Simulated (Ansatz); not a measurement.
**Calculated coordination and ⁵⁵Mn quadrupole coupling for MgMn3CoO8**

Cell: a computed structure from the Materials Project (it need not be an observed phase), atoms as given.

Space group C2/m (No. 12); a = 10.1619, b = 5.8272, c = 5.6955 Å, β = 120.91°.

| site | Wyckoff | site symmetry | x | y | z |
| --- | --- | --- | --- | --- | --- |
| Mg | 2c | 2/m | 0.0000 | 0.0000 | 0.5000 |
| Mn2 | 4f | -1 | 0.2500 | 0.7500 | 0.5000 |
| Mn4 | 2b | 2/m | 0.5000 | 0.0000 | 0.0000 |
| Co | 2d | 2/m | 0.5000 | 0.0000 | 0.5000 |
| O6 | 4i | m | 0.2339 | 0.0000 | 0.7045 |
| O7 | 4i | m | 0.2771 | 0.0000 | 0.3015 |
| O8 | 8j | 1 | 0.4732 | 0.2273 | 0.7203 |

One atom of each set is listed; the run and its k-mesh use a cell of 13 atoms with edges of 5.86, 5.86, 5.70 Å.

All values are calculated (Ansatz; DFT, PBE, plane waves and PAW, scalar-relativistic, collinear spin, 420 eV cutoff, Γ-centred 5×5×5 k-points, Fermi–Dirac smearing 0.02 eV), not measured. Start moments as typed (μB): 3 on each Mn, 3 on each Co, none on the rest.

Q(⁵⁵Mn) = 330.0 mb.

(1) Order the Mn environments from the weakest to the strongest quadrupole coupling.
A. Mn4: 6 O at 1.98–2.34 Å
B. Mn2: 6 O at 1.92–1.95 Å

Results:

(1) A (17.6 MHz, η = 0.38), B (21.9 MHz, η = 0.95).

Like point charges on the first shell alone (each adding as 1/d³) would put Mn4 above Mn2: the covalent part of each bond and the atoms beyond the first shell count as well.

At this cell the principal stresses reach 6 GPa in size with PBE, which can matter for small gradients. The largest force is 0.4 eV/Å, so the atoms aren't at the calculated equilibrium and relaxing them would move these values. With a gap of 0.3 eV on this mesh, the gradients can still move by some per cent as the k-mesh gets denser. All moments are parallel here, as the start or the cell imposes; many such compounds order antiparallel, where fields and spin densities carried over to other atoms largely cancel. The magnetic order is the one that the run reached from its start moments, not necessarily the measured one.
